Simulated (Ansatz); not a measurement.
A relaxed structure of ZrC is spoiled in several ways and relaxed again each time (noise and exchanges are one random draw each; squeezed and stretched starts keep its symmetry, which their runs cannot lower; pressure is positive under compression). Method: PBE (plane waves to 420 eV, PAW, scalar-relativistic; Ansatz, a first-principles code).

Space group Fm-3m (No. 225); a = 4.709 Å, b = 4.709 Å, c = 4.709 Å, α = 90.00°, β = 90.00°, γ = 90.00°

```tsv
atom	site	symmetry	x	y	z
Zr	4a	m-3m	0.0000	0.0000	0.0000
C	4b	m-3m	0.5000	0.5000	0.5000
```
(The calculation used a cell of 2 atoms; values per cell refer to that cell.)

```tsv
change	first pressure (GPa)	largest first force (eV/Å)	released (eV/atom)	moves	outcome	final group	E − E(parent) (eV/atom)
with every coordinate shifted by Gaussian noise of σ = 0.3 Å	6	2.0	0.13	4	returns to the parent	Fm-3m	0.00
squeezed uniformly to 88 % of its volume	37	0.0	0.16	6	returns to the parent	Fm-3m	0.00
```

First-step values come from each run's starting, coarser k-mesh (8×8×8, 9×9×9). The runs use different k-meshes, so differences are rounded accordingly. No spin polarisation in the result.
